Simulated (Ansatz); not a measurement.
Starting structure of a cell relaxation (symmetry kept):

```
Ba Ti O
1.0
     7.51976   -1.98181    0.00000
     7.51976    1.98181    0.00000
    -1.28483    0.00000    9.01532
Ba Ti O
2 6 13
Cartesian
  13.9710 0.0000 1.9905
  -0.2163 0.0000 7.0248
  4.2573 0.0000 5.0151
  9.4974 0.0000 4.0002
  10.2493 0.0000 7.0013
  3.5054 0.0000 2.0140
  4.5362 0.0000 8.1131
  9.2185 0.0000 0.9022
  7.5198 0.0000 0.0000
  8.2068 0.0000 2.7230
  5.5479 0.0000 6.2923
  8.6927 0.0000 5.6085
  5.0620 0.0000 3.4068
  8.9479 0.0000 8.2980
  4.8068 0.0000 0.7174
  11.3126 0.0000 5.1322
  1.7595 0.0000 1.0015
  11.9952 0.0000 8.0138
  10.8271 0.0000 2.2222
  2.9276 0.0000 6.7931
  2.4421 0.0000 3.8831
```

Computed with DFT PBEsol, scalar-relativistic, plane waves, PAW (Ansatz 0.2.0).

Settings: cutoff 420 eV, Γ-centred mesh 10×10×4 on the computed 21-atom cell, Gaussian smearing of 0.10 eV; no spin polarisation.

Question: What does it relax to?

Answer: The volume goes down by 0.34 Å³/atom to 12.45 Å³/atom, and the energy falls by 4.6 meV/atom. Final structure:
```
Ba Ti O
1.0
     7.41250   -1.96732    0.01369
     7.41250    1.96732    0.01369
    -1.25009    0.00000    8.96294
Ba Ti O
2 6 13
Direct
  0.94753 0.94753 0.21715
  0.05247 0.05247 0.78285
  0.33145 0.33145 0.55516
  0.66855 0.66855 0.44484
  0.74859 0.74859 0.77597
  0.25141 0.25141 0.22403
  0.37786 0.37786 0.89845
  0.62214 0.62214 0.10155
  0.50000 0.50000 0.00000
  0.57031 0.57031 0.30294
  0.42969 0.42969 0.69706
  0.63051 0.63051 0.62397
  0.36949 0.36949 0.37603
  0.67426 0.67426 0.92112
  0.32574 0.32574 0.07888
  0.80185 0.80185 0.56823
  0.12452 0.12452 0.11373
  0.87548 0.87548 0.88627
  0.74273 0.74273 0.24640
  0.25727 0.25727 0.75360
  0.19815 0.19815 0.43177
```

Spin polarisation was left out, and a magnetic state may lie lower.

Cost: 1 run of about 2 core-hours, on Intel Xeon Processor @ 2.50GHz (Skylake/Cascade Lake) (shared hosts).